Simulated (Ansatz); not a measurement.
An Ansatz (a quantum-chemistry and plane-wave program) run. Input:

Ansatz 0.2 input:
```yaml
crystal:
  lattice:
    - [0.0, 4.4362487691, 4.4362487691]
    - [4.4362487691, 0.0, 4.4362487691]
    - [4.4362487691, 4.4362487691, 0.0]
  atoms:
    - { symbol: K, position: [0.5, 0.5, 0.5] }
    - { symbol: Cs, position: [0.25, 0.25, 0.25] }
    - { symbol: Cs, position: [0.75, 0.75, 0.75] }
    - { symbol: Co, position: [0.0, 0.0, 0.0] }
    - { symbol: F, position: [0.2090074468, 0.7909925532, 0.2090074468] }
    - { symbol: F, position: [0.7909925532, 0.2090074468, 0.7909925532] }
    - { symbol: F, position: [0.2090074468, 0.7909925532, 0.7909925532] }
    - { symbol: F, position: [0.7909925532, 0.2090074468, 0.2090074468] }
    - { symbol: F, position: [0.2090074468, 0.2090074468, 0.7909925532] }
    - { symbol: F, position: [0.7909925532, 0.7909925532, 0.2090074468] }
kpoints:
  mp_grid: { grid: [5, 5, 5] }
  band_path:
    path:
      - [[0.0, 0.0, 0.0], [0.5, 0.0, 0.5], [0.625, 0.25, 0.625]]  # Γ-X-U
      - [[0.375, 0.375, 0.75], [0.0, 0.0, 0.0], [0.5, 0.5, 0.5], [0.5, 0.25, 0.75], [0.5, 0.0, 0.5]]  # K-Γ-L-W-X
      - [VBM, CBM]
    npoints: 12
hamiltonian:
  xc: r2scan
  pseudopotentials: { kind: paw }
magnetization: { noncollinear: true, spin_orbit: true }
scf:
  n_extra_bands: 20
  convergence: { dr2_threshold: 0.0000000001 }
  occupations: { method: gaussian, width: 0.01 }
checkpoint: { write: soc.run }
output: { eigenvalues: true }
```

Output (shortened):

```
Pseudopotential: K, paw_fr, valence charge 9
Pseudopotential: Cs, paw_fr, valence charge 9
Pseudopotential: Co, paw_fr, valence charge 17
Pseudopotential: F, paw_fr, valence charge 7
Functional definition: r2SCAN
non-collinear run that drives no moment, with spin-orbit …
Crystal: 10 atoms, lattice volume = 174.613 Å³
Basis set: ecut = 500 eV, 4477 PW (Γ), exchange–correlation on 192×192×192 points (64 copies of the dense FFT grid, shifted against one another)
Bands: 106, of which v1, the nominal top of the filled ones, is band 86 counted from 1 (85 counted from 0)
Symmetry: 48 space group operations + 48 with time reversal
k-points: 10 of 125
Projection manifold: j_resolved (fully-relativistic pseudo-atomic orbitals)
SCF iter   1: F=—  HF=-22903.387683 eV  |F-HF|=—  |Δ(HF+E_count)|=         —  Δρ=2.91e-1  dr2=1.10e2  dr2_τ=3.47e-1  dr2_m=0.00e0 (ungated)  ethr=3.10e-3  |M|=0.00e0 ∫|m|=0.00e0 μB  |m|>n=0.0e0 m-floor=0.0e0 τ_xc=0.0e0  β_m=0.30  ⟨swp⟩=8.9  Hψ=2811  notcnv=0  defer=20
preconditioner: auto → Resta (q_TF=auto, 2.425 Å⁻¹)
spin=Noncollinear: Resta preconditioning applied to the charge; magnetization (m_x, m_y, m_z) channels mix plain (no charge-response kernel on spin).
SCF iter   2: F=—  HF=-22889.660803 eV  |F-HF|=—  |Δ(HF+E_count)|=    1.37e1  Δρ=1.18e-1  dr2=1.52e1  dr2_τ=2.57e-1  dr2_m=0.00e0 (ungated)  ethr=3.10e-3  |M|=0.00e0 ∫|m|=0.00e0 μB  |m|>n=0.0e0 m-floor=0.0e0 τ_xc=0.0e0  β_m=0.27  ⟨swp⟩=4.0  Hψ=1322  notcnv=0  defer=152
SCF iter   3: F=—  HF=-22887.518284 eV  |F-HF|=—  |Δ(HF+E_count)|=    2.14e0  Δρ=5.47e-2  dr2=4.02e0  dr2_τ=6.05e-2  dr2_m=0.00e0 (ungated)  ethr=3.10e-3  |M|=0.00e0 ∫|m|=0.00e0 μB  |m|>n=0.0e0 m-floor=0.0e0 τ_xc=0.0e0  β_m=0.61  ⟨swp⟩=2.9  Hψ=1078  notcnv=0  defer=160
SCF iter   4: F=—  HF=-22887.195618 eV  |F-HF|=—  |Δ(HF+E_count)|=   3.23e-1  Δρ=1.47e-2  dr2=4.59e-1  dr2_τ=9.78e-3  dr2_m=0.00e0 (ungated)  ethr=3.10e-3  |M|=0.00e0 ∫|m|=0.00e0 μB  |m|>n=0.0e0 m-floor=0.0e0 τ_xc=0.0e0  β_m=0.66  ⟨swp⟩=3.0  Hψ=1080  notcnv=0  defer=160
SCF iter   5: F=—  HF=-22887.073759 eV  |F-HF|=—  |Δ(HF+E_count)|=   1.22e-1  Δρ=4.02e-3  dr2=2.66e-2  dr2_τ=4.39e-4  dr2_m=0.00e0 (ungated)  ethr=5.34e-4  |M|=0.00e0 ∫|m|=0.00e0 μB  |m|>n=0.0e0 m-floor=0.0e0 τ_xc=0.0e0  β_m=0.83  ⟨swp⟩=2.2  Hψ=874  notcnv=0  defer=160
SCF iter   6: F=—  HF=-22887.080600 eV  |F-HF|=—  |Δ(HF+E_count)|=   6.84e-3  Δρ=2.31e-3  dr2=6.94e-3  dr2_τ=7.04e-5  dr2_m=0.00e0 (ungated)  ethr=3.09e-5  |M|=0.00e0 ∫|m|=0.00e0 μB  |m|>n=0.0e0 m-floor=0.0e0 τ_xc=0.0e0  β_m=0.91  ⟨swp⟩=2.9  Hψ=804  notcnv=0  defer=160
SCF iter   7: F=—  HF=-22887.080880 eV  |F-HF|=—  |Δ(HF+E_count)|=   2.80e-4  Δρ=8.13e-4  dr2=8.71e-4  dr2_τ=3.30e-6  dr2_m=0.00e0 (ungated)  ethr=8.07e-6  |M|=0.00e0 ∫|m|=0.00e0 μB  |m|>n=0.0e0 m-floor=0.0e0 τ_xc=0.0e0  β_m=0.95  ⟨swp⟩=3.0  Hψ=854  notcnv=0  defer=160
SCF iter   8: F=—  HF=-22887.080795 eV  |F-HF|=—  |Δ(HF+E_count)|=   8.53e-5  Δρ=3.07e-4  dr2=1.11e-4  dr2_τ=7.37e-7  dr2_m=0.00e0 (ungated)  ethr=1.01e-6  |M|=0.00e0 ∫|m|=0.00e0 μB  |m|>n=0.0e0 m-floor=0.0e0 τ_xc=0.0e0  β_m=0.97  ⟨swp⟩=2.0  Hψ=900  notcnv=0  defer=160
SCF iter  13: F=-22887.080634 eV  HF=-22887.080634 eV  |F-HF|=1.46e-11  |Δ(HF+E_count)|=  1.02e-10  Δρ=1.95e-7  dr2=2.88e-11  dr2_τ=3.85e-12  dr2_m=0.00e0 (ungated)  ethr=1.00e-12  |M|=0.00e0 ∫|m|=0.00e0 μB  |m|>n=0.0e0 m-floor=0.0e0 τ_xc=0.0e0  ⟨swp⟩=11.5  Hψ=2517  notcnv=0
SCF 1 converged in 13 iterations: F = -22887.080634 eV  dr2 = 2.88e-11
NSCF: frozen V_eff on 16 k-points
NSCF: frozen V_eff on 16 k-points
NSCF: frozen V_eff on 9 k-points
NSCF: frozen V_eff on 4 k-points
NSCF: frozen V_eff on 3 k-points
NSCF: frozen V_eff on 3 k-points
NSCF: frozen V_eff on 87 k-points
SCF converged after 13 iterations
Magnetization: |M| = 0.0000 μB,  M = (+0.0000, +0.0000, +0.0000) μB
Absolute magnetization: 0.0000 μB (∫|m|)
  site 0: m = (+0.0000, +0.0000, +0.0000) μB, |m| = 0.0000 μB  (R = 1.07 Å)
  site 1: m = (+0.0000, +0.0000, +0.0000) μB, |m| = 0.0000 μB  (R = 1.30 Å)
  site 2: m = (+0.0000, +0.0000, +0.0000) μB, |m| = 0.0000 μB  (R = 1.30 Å)
  site 3: m = (+0.0000, +0.0000, +0.0000) μB, |m| = 0.0000 μB  (R = 0.76 Å)
  site 4: m = (+0.0000, +0.0000, +0.0000) μB, |m| = 0.0000 μB  (R = 0.76 Å)
  site 5: m = (+0.0000, +0.0000, +0.0000) μB, |m| = 0.0000 μB  (R = 0.76 Å)
  site 6: m = (+0.0000, +0.0000, +0.0000) μB, |m| = 0.0000 μB  (R = 0.76 Å)
  site 7: m = (+0.0000, +0.0000, +0.0000) μB, |m| = 0.0000 μB  (R = 0.76 Å)
  site 8: m = (+0.0000, +0.0000, +0.0000) μB, |m| = 0.0000 μB  (R = 0.76 Å)
  site 9: m = (+0.0000, +0.0000, +0.0000) μB, |m| = 0.0000 μB  (R = 0.76 Å)
Free energy (F): -22887.080634 eV
Harris-Foulkes:  -22887.080634 eV  (|F-HF|=1.46e-11)
Internal energy: -22887.080634 eV  (E = F + TS)
E sigma→0 (E₀):  -22887.080634 eV
Fermi energy:    5.986723 eV
--- Per-component energies (eV) ---
  E_band       = -845.840765
  E_kinetic    = 2238.185318
  E_local      = -10546.064465  (includes V_loc(G=0)·N_el)
  E_nonlocal   = 961.501648
  E_hartree    = 4387.366207
  E_xc         = -1095.063549
  E_vxc        = -1391.604055  (∫ρ·V_xc dr)
  E_paw        = -13680.652169  (= ΣΔE_a)
  E_vpaw       = -972.338090  (= ΣTr[D̂ρ^β])
  E_aug_tail   = 0.006027  (compensation charges beyond the density's cutoff)
  E_vtau       = 89.740221  (kinetic-family band-sum trace: ∫τ·v_τ [+ j·A + Jᵃ·Aᵃ] dr)
  E_ewald      = -5151.777065
  E_core_change = -0.582587  (= ΣΔE_core)
  E_smearing   =  0.000000  (= −TS)
  E_closure    = 0.000000  (closes the sum)
  Σ components = -22887.080634   (vs F -22887.080634, Δ=0.00e0)
  [band-id]    e_kinetic+e_local+e_nonlocal+2·e_hartree+e_vxc+e_vpaw+e_augmentation_tail+e_vtau = -845.840980   (vs E_band -845.840765, Δ=-2.15e-4)
--- Band table (eV; the first three rows and the last of 10) ---
  k-point 0: bands = ["-93.3189", "-93.3189", "-56.4112", "-56.4112", "-54.5723", "-54.5723", "-54.5723", "-54.5723", "-24.4884", "-24.4884", "-18.8256", "-18.8256", "-18.2987", "-18.2987", "-18.2912", "-18.2912", "-18.2912", "-18.2912", "-18.2050", …
  k-point 1: bands = ["-93.3189", "-93.3189", "-56.4112", "-56.4112", "-54.5723", "-54.5723", "-54.5723", "-54.5723", "-24.4881", "-24.4881", "-18.8204", "-18.8204", "-18.2972", "-18.2972", "-18.2896", "-18.2896", "-18.2869", "-18.2869", "-18.2099", …
  k-point 2: bands = ["-93.3189", "-93.3189", "-56.4112", "-56.4112", "-54.5723", "-54.5723", "-54.5723", "-54.5723", "-24.4877", "-24.4877", "-18.8118", "-18.8118", "-18.2982", "-18.2982", "-18.2827", "-18.2827", "-18.2785", "-18.2785", "-18.2193", …
  k-point 9: bands = ["-93.3189", "-93.3189", "-56.4112", "-56.4112", "-54.5723", "-54.5723", "-54.5723", "-54.5723", "-24.4875", "-24.4875", "-18.7942", "-18.7942", "-18.3068", "-18.3068", "-18.3015", "-18.3015", "-18.2833", "-18.2833", "-18.2150", …
```

Cost: very roughly 10 core-minutes on shared cores.

Space group Fm-3m. The workflow started from a Materials Project entry (that database holds measured and hypothetical structures alike); the Crystallography Open Database copy checked does not list it. Whether it is the stable phase at ambient conditions was not checked. The cell was relaxed with r²SCAN under the symmetry of its start; its stability against distortions is not shown here. No spin polarisation was allowed. No Hubbard U is applied.

Potentials: the later of the program's two PAW sets.

Ansatz is a plane-wave DFT program.
